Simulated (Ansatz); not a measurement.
A cold calorimeter or bolometer resolves small energies when its absorber holds little heat, and in an insulator that falls as (T/Θ)³.

diamond serves as the reference. A cube of 5 mm edge at 1 K; all rows have a gap at this level.

Levels of theory (Ansatz, a plane-wave PAW program): Debye temperature: LDA, elastic tensor, Hill average; volume per atom, density: LDA, relaxed cell.

Runs started from generated or typed cells of the structure named: diamond. Whether these are the forms stable at ambient conditions was not checked: Na2WO4 (spinel); RbSO2F (P2₁/m, mP10). No claim is made that these are known or stable phases: CdZn3S4 (P-43m, cP8). Of the phases: diamond is metastable against graphite at zero pressure. Spin–orbit coupling is left out unless named.

Model: C per volume = 1944 J/(K·mol)(T/Θ)³/(0.6022 V) = 3228 (T/Θ)³/V; thermodynamic noise = √(k_B T² C_total); relative noise = noise/noise_ref.

| crystal | Debye temperature (K) | V (Å³/atom) | density (g/cm³) | C (J/K per cm³) | noise (eV) | noise (relative) |
|---|---|---|---|---|---|---|
| diamond, reference | 2260 | 5.51 | 3.62 | 5.075e-8 | 1847 | 1.00 |
| CdZn3S4 (P-43m, cP8) | 320 | 19.80 | 4.58 | (withheld) | (withheld) | (withheld) |
| Na2WO4 (spinel) | 363 | 12.72 | 5.48 | (withheld) | (withheld) | (withheld) |
| RbSO2F (P2₁/m, mP10) | 238 | 17.25 | 3.25 | (withheld) | (withheld) | (withheld) |

### Question
Fill in the missing entries.

### Answer

- RbSO2F (P2₁/m, mP10): C = 3228 × (1/238)³/17.25 = 1.388e-5 J/K per cm³; noise: 1 × √(1.3806×10⁻²³ × 1.388e-5 × 0.125)/1.602×10⁻¹⁹ = 30550 eV; relative noise: 30550/1847 = 16.5.
- CdZn3S4 (P-43m, cP8): C = 3228 × (1/320)³/19.80 = 4.975e-6 J/K per cm³; noise: 1 × √(1.3806×10⁻²³ × 4.975e-6 × 0.125)/1.602×10⁻¹⁹ = 18290 eV; relative noise: 18290/1847 = 9.9.
- Na2WO4 (spinel): C = 3228 × (1/363)³/12.72 = 5.306e-6 J/K per cm³; noise: 1 × √(1.3806×10⁻²³ × 5.306e-6 × 0.125)/1.602×10⁻¹⁹ = 18890 eV; relative noise: 18890/1847 = 10.2.

In order of relative noise, lowest first: diamond (1.00 ± 0.092), CdZn3S4 (P-43m, cP8) (9.9 ± 0.91) ≈ Na2WO4 (spinel) (10.2 ± 0.94), RbSO2F (P2₁/m, mP10) (16.5 ± 1.5). The ± follows from allowances picked for this note (Debye temperature 6 %, volume per atom 4 %), carried to first order and added in quadrature, each row's own inputs moving alone; ≈ joins neighbours closer than their two ± added in quadrature. On this figure 0 of 3 candidates do clearly better than the reference.

Θ comes from averaged elastic constants. Free carriers, two-level defects, nuclear spins and metal films add heat capacity that the Debye law lacks. Where several phases of a formula are at hand, those over 0.1 eV/atom above the lowest were not drawn (by r²SCAN where it compared them, else by the largest value; a layered or molecular lowest phase counts only with a dispersion term); other phases could lie lower still. Each row is the phase named, which need not be the stable one under ambient conditions. The rows are a sample and no shortlist: familiar crystals first, some related and some not, whatever their agreement with measurement; tables with many equal figures were not kept. Limits of the draw: gap over 1 eV but for Si, Ge and GaAs, no magnets; for moduli and speeds, an anisotropy index under 2.5, no layered crystals; no unfamiliar magnets, and cubic perovskites only if shown or known to be stable. As a rule kept out of such tables: 4f compounds, open-shell compounds run without a Hubbard term, cells found unstable in the tests at hand, cells close to a higher symmetry, and runs set to a pressure or over 12 % in volume from the crystal's fullest run.
